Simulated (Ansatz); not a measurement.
SiBCN in space group R3m (No. 160; B on 3a, N on 3a, Si on 3a, C on 3a), PBE in the plane-wave PAW code Ansatz. The conduction-band minimum lies at F, with 3 equivalent valleys. Second derivatives d²E/dk² of the lowest band at one valley (eV·Å²), along Cartesian directions:

| direction | d²E/dk² |
|---|---|
| [100] | 20.42 |
| [010] | 22.69 |
| [001] | 22.74 |
| [110] | 19.59 |
| [101] | 14.75 |
| [011] | 18.78 |

Question: Find the principal effective masses, the density-of-states mass and the conductivity mass.

Answer: Off-diagonal terms follow from H_xy = H[110] − (H_xx + H_yy)/2, and m*/mₑ = 7.620 eV·Å² over each eigenvalue: 0.26, 0.32, 0.59. One valley's DOS mass (m₁m₂m₃)^(1/3) = 0.37, conductivity mass 3/(Σ 1/mᵢ) = 0.35 mₑ.

Question: What effective density of states Nc follows at 300 K for parabolic valleys?

Answer: Nc = 2.509e19 × 3 × (0.37)^(3/2) ≈ 1.7e19 cm⁻³.

The start of the workflow was typed in or built on a structure type; neither database checked (COD, Materials Project) lists it. Whether it is the stable phase at ambient conditions was not checked. Symmetry was held in the PBE relaxation; whether a distortion lowers the energy is not shown. The volume moved by -18 % from the start of the relaxation.

Potentials: the earlier of the program's two PAW sets.

Edges and masses are those of Kohn–Sham bands, whose gap is no quasiparticle gap.
